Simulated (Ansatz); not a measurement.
What a trial cell of NbAl₃N₄ relaxes into

Theory: DFT PBE, scalar-relativistic, plane waves, PAW in Ansatz. Cutoff 420 eV, Gaussian smearing, Γ-centred meshes. Cell and atoms relax first on a coarse mesh and then on a finer one. In between, the cell is made exact in the group found at 0.06 Å. In metals the finer mesh still leaves noise of several meV/atom or more. The steps can't lower the symmetry of their start. No spin polarisation.

Recipe of this trial structure of NbAl₃N₄: random cell by space group and Wyckoff sites (Pm-3m, No. 221). The dimensions are guesses.

```
Al Nb N
1.0
     4.87073    0.00000    0.00000
     0.00000    4.87073    0.00000
     0.00000    0.00000    4.87073
Al Nb N
3 1 4
Direct
  0.00000 0.50000 0.50000
  0.50000 0.00000 0.50000
  0.50000 0.50000 0.00000
  0.00000 0.00000 0.00000
  0.50000 0.00000 0.00000
  0.00000 0.50000 0.00000
  0.00000 0.00000 0.50000
  0.50000 0.50000 0.50000
```

Energies over the elements count from the elements' standard structures at the same level (N₂ as a molecule), with no fitted energy shifts.

Task: Where does the relaxation end?

Result: The symmetry stays Pm-3m (No. 221). The volume per atom shrinks by 35.1 %, from 14.4 to 9.4 Å³. The shortest distance goes from 2.44 Å (Al–N and Nb–N) to 2.11 Å (Al–N and Nb–N). The energy falls by about 0.98 eV/atom (the start's value is from the coarse mesh). Conventional cell: a = 4.216 Å. Around Al lie 6 N at 2.11 Å, 4 Nb at 2.98 Å and 8 Al at 2.98 Å; around Nb lie 6 N at 2.11 Å and 12 Al at 2.98 Å; N on a site of symmetry 4/mmm has 2 Nb at 2.11 Å and 4 Al at 2.11 Å; N on a site of symmetry m-3m has 6 Al at 2.11 Å.

```yaml
crystal:
  lattice:
    - [4.21600, 0.00000, 0.00000]
    - [0.00000, 4.21600, 0.00000]
    - [0.00000, 0.00000, 4.21600]
  atoms:
    - { symbol: Al, position: [0.00000, 0.50000, 0.50000] }
    - { symbol: Al, position: [0.50000, 0.00000, 0.50000] }
    - { symbol: Al, position: [0.50000, 0.50000, 0.00000] }
    - { symbol: Nb, position: [0.00000, 0.00000, 0.00000] }
    - { symbol: N, position: [0.50000, 0.00000, 0.00000] }
    - { symbol: N, position: [0.00000, 0.50000, 0.00000] }
    - { symbol: N, position: [0.00000, 0.00000, 0.50000] }
    - { symbol: N, position: [0.50000, 0.50000, 0.50000] }
```

Task: Give its energy and gap.

Result: The energy over the elements is −0.86 eV/atom. The gap on the 10×10×10 mesh of the 8-atom cell is 0 eV (a metal).

It lies below the elements, which doesn't yet make it stable against other compounds or structures.

The last run used Gaussian smearing of 0.10 eV. Symmetry constrained the relaxation, so the result can be a saddle point.
